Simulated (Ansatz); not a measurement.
Consider the following.

KLuS2:
```cif
data_KLuS2
_chemical_formula_sum 'Lu1 K1 S2'
_space_group_name_H-M_alt 'P 1'
_space_group_IT_number 1
_cell_length_a 7.65073
_cell_length_b 7.65073
_cell_length_c 7.65073
_cell_angle_alpha 29.934
_cell_angle_beta 29.934
_cell_angle_gamma 29.934
loop_
_space_group_symop_operation_xyz
  'x, y, z'
loop_
_atom_site_label
_atom_site_type_symbol
_atom_site_fract_x
_atom_site_fract_y
_atom_site_fract_z
_atom_site_occupancy
Lu1 Lu 0.50000 0.50000 0.50000 1
K1 K 0.00000 0.00000 0.00000 1
S1 S 0.23308 0.23308 0.23308 1
S2 S 0.76692 0.76692 0.76692 1
```

This is the r²SCAN-relaxed structure.

All from r²SCAN in the plane-wave PAW code Ansatz, unless another level is named. Predict the electron effective mass.

0.30, 0.52, 1.8 mₑ (principal values).

Next, the valence-band maximum?

at Γ.

Give the conduction-band minimum.

at F (3 equivalent valleys).

Space group R-3m. The workflow started from an entry of the Crystallography Open Database (COD, 301 K). Its standing as an ambient phase is unchecked. The cell was relaxed with r²SCAN under the symmetry of its start; whether a distortion lowers the energy is not shown. Spin–orbit coupling is left out wherever it is not named.

Potentials: the later of the program's two PAW sets.

Edges and masses are those of Kohn–Sham bands, whose gap is no quasiparticle gap.
